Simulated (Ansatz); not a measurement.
Relaxed TiO$_{2}$ (rutile):

```xyz
6
Lattice="4.6435 0.0000 0.0000 0.0000 4.6435 0.0000 0.0000 0.0000 2.9637" Properties=species:S:1:pos:R:3 pbc="T T T"
Ti     0.0000     0.0000     0.0000
Ti     2.3218     2.3218     1.4819
O      1.4168     1.4168     0.0000
O      3.7386     0.9049     1.4819
O      0.9049     3.7386     1.4819
O      3.2267     3.2267     0.0000
```

Method: PBE (plane waves to 420 eV, PAW, scalar-relativistic; Ansatz, an electronic-structure program). k mesh 6×6×9 (Γ-centred), Fermi-Dirac smearing 0.05 eV. The PAW data are Ansatz's earlier set. TiO2 is run without spin polarisation. TiO2 was relaxed with its symmetry unable to fall.

One atom of the cell was then moved (with its periodic images), all else fixed, and the forces (eV/Å) came out as:

```csv
atom,Fx,Fy,Fz
Ti1,-3.508,1.014,0.000
Ti2,3.123,0.002,0.000
O3,0.033,0.126,0.000
O4,0.352,-0.062,0.000
O5,0.573,-0.673,0.000
O6,-0.573,-0.407,0.000
```

Q: Which atom was moved, and by which vector (Å)?

A: Ti1, by (0.24, 0.00, 0.00), 0.24 Å in all.

(For displaced atoms, the force is minus the slope of the energy, and its curvature is a force constant, which sets phonon frequencies.)
